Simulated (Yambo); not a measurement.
Yambo run on RbIO3 (space group R3m, No. 160). The wavefunctions are LDA (Quantum ESPRESSO, PseudoDojo norm-conserving, 84 Ry, without SOC) ones on a 4×4×4 mesh (17 occupied bands); a = 4.5193 Å, b = 4.5193 Å, c = 4.5193 Å, α = 89.72°, β = 89.72°, γ = 89.72°.

Yambo input:

```
rim_cut
HF_and_locXC
RandQpts= 1000000
RandGvec= 1 Ry
EXXRLvcs= 84 Ry
VXCRLvcs= 336 Ry
% QPkrange
 1 | 1 | 17 | 18 |
 3 | 3 | 17 | 18 |
 7 | 7 | 17 | 18 |
 13 | 13 | 17 | 18 |
%
```

k points by index: 1 = Γ, 3 = L, 7 = F, 13 = Z.

The o-*.hf file then holds:

```
#    K-point    Band    Eo [eV]    Ehf [eV]    Vxc [eV]    Vnlxc [eV]
#
    1    17    -1.040855    -6.870604    -18.59182    -24.42157
    1    18    5.305377    10.02720    -10.09391    -5.372083
    3    17    -1.015259    -5.693182    -17.88728    -22.56520
    3    18    4.242427    8.503685    -15.28585    -11.02459
    7    17    -0.479319    -4.361283    -17.65248    -21.53444
    7    18    3.421115    7.337799    -14.40384    -10.48716
    13    17    0.000000    -3.449887    -16.96359    -20.41347
    13    18    2.767393    6.451574    -13.72431    -10.04012
```
Exchange alone, without screening.

Geometry of the Materials Project entry, not relaxed at this level.

The structure is a Materials Project entry; no match was found in the copy of COD used, and its stability was not checked.
